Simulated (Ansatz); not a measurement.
Polymorphs of SiNF, each relaxed with the program Ansatz at the r²SCAN+D4 level (PAW):

A: P3m1
a = 2.8944 Å, b = 2.8944 Å, c = 4.6712 Å, α = 90.00°, β = 90.00°, γ = 120.00°

```tsv
atom	site	symmetry	x	y	z
Si	1a	3m.	0.0000	0.0000	0.3673
N	1c	3m.	0.6667	0.3333	0.2744
F	1a	3m.	0.0000	0.0000	0.7100
```

B: Pmn2_1
a = 2.8903 Å, b = 4.8538 Å, c = 4.8263 Å, α = β = γ = 90.00°

```tsv
atom	site	symmetry	x	y	z
Si	2a	m..	0.0000	0.3891	0.9916
N	2a	m..	0.0000	0.5167	0.3245
F	2a	m..	0.0000	0.0629	0.0172
```

**Question.** Put the candidates in order of energy per atom at 0 K, lowest first, for r²SCAN+D4.

**Answer.** B (+0 meV/atom), A (+104 meV/atom)

**Question.** Give each one's gap.

**Answer.** A 5.62 eV; B 5.97 eV.

Typed or built starts, not in the databases checked: A; B. All cells were relaxed under the symmetry of their starts (and spin orders); stability against distortions was not tested throughout.

Energies hold the estimated change up to a 700 eV cutoff; steps of a few meV lie near the error of the meshes.

Potentials: the earlier of the program's two PAW sets. The files were generated under PBE; for other functionals the program regenerates the frozen cores, and for LDA and PBEsol the local potential too.
